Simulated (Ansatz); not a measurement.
An Ansatz (a program for electronic structure) input:

Ansatz 0.2 input:
```yaml
crystal:
  lattice:
    - [-2.867896661, 2.867896661, 5.1649465777]
    - [2.867896661, -2.867896661, 5.1649465777]
    - [2.867896661, 2.867896661, -5.1649465777]
  atoms:
    - { symbol: Na, position: [0.25, 0.25, 0.0] }
    - { symbol: Na, position: [0.75, 0.75, 0.0] }
    - { symbol: Br, position: [0.5, 0.0, 0.5] }
    - { symbol: Br, position: [0.0, 0.5, 0.5] }
    - { symbol: F, position: [0.7981828751, 0.2981828751, 0.8311399335] }
    - { symbol: F, position: [0.2018171249, 0.7018171249, 0.1688600665] }
    - { symbol: F, position: [0.2981828751, 0.4670429416, 0.5] }
    - { symbol: F, position: [0.7018171249, 0.5329570584, 0.5] }
    - { symbol: F, position: [0.4670429416, 0.9670429416, 0.1688600665] }
    - { symbol: F, position: [0.5329570584, 0.0329570584, 0.8311399335] }
    - { symbol: F, position: [0.9670429416, 0.7981828751, 0.5] }
    - { symbol: F, position: [0.0329570584, 0.2018171249, 0.5] }
kpoints:
  mp_grid: { grid: [6, 6, 6] }
hamiltonian:
  xc: r2scan
  pseudopotentials: { kind: paw }
scf:
  occupations: { method: fixed }
output:
  optics: { e_range: [0.0, 15.0], de: 0.05, sigma: 0.1, bands: { spectra_wanted_up_to: 12 eV } }
```

Task: How many symmetry operations and irreducible k-points will the run report?

Result: 16 operations, 30 of 216 k-points.

Task: With a cutoff of 500 eV, how many plane waves at Γ?

Result: 4267.

It took very roughly 6 core-minutes on shared server cores.

Space group I4/mcm. The first step of the workflow began from a Materials Project structure, measured or hypothetical; the Crystallography Open Database copy checked does not list it. Whether it is the stable phase at ambient conditions was not checked. The cell was relaxed with r²SCAN under the symmetry of its start; whether a distortion lowers the energy is not shown. Scalar-relativistic: spin–orbit coupling is off unless named, which matters more the heavier the elements.

Potentials: the later of the program's two PAW sets.

Ansatz is a plane-wave DFT program.
